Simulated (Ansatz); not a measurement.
InMo$_{3}$C (anti-perovskite, Pm-3m) under volume change, PBE in the plane-wave PAW code Ansatz, scaled uniformly.

| V (Å³/atom) | E − E(relaxed) (meV/atom) | P (GPa) |
|---|---|---|
| 13.622 | [?] | [?] |
| 14.071 | 41.9 | 15.79 |
| 14.520 | 9.9 | 7.26 |
| 14.969 | 0.0 | 0.00 |
| 15.418 | [?] | [?] |
| 15.867 | 33.7 | -11.39 |
| 16.316 | 72.0 | -15.82 |

Task: What belongs in the gaps?

Result: 
- 15.418, E − E(relaxed) (meV/atom): 8.9
- 15.418, P (GPa): -6.16
- 13.622, E − E(relaxed) (meV/atom): 99.8
- 13.622, P (GPa): 25.84

Task: What does a third-order Birch–Murnaghan fit give for V₀, B₀ and B′?

Result: V₀ = 14.97 Å³/atom, B₀ = 222 GPa, B′ = 4.4.

The start of the workflow was typed in or built on a structure type; neither database checked (COD, Materials Project) lists it. Its standing as an ambient phase is unchecked. Symmetry was held in the PBE relaxation; its stability against distortions is not shown here. No spin polarisation was allowed. Its formation energy is positive at this level, so the cell may be metastable or incomplete. Spin–orbit coupling is left out wherever it is not named.

Potentials: the later of the program's two PAW sets.
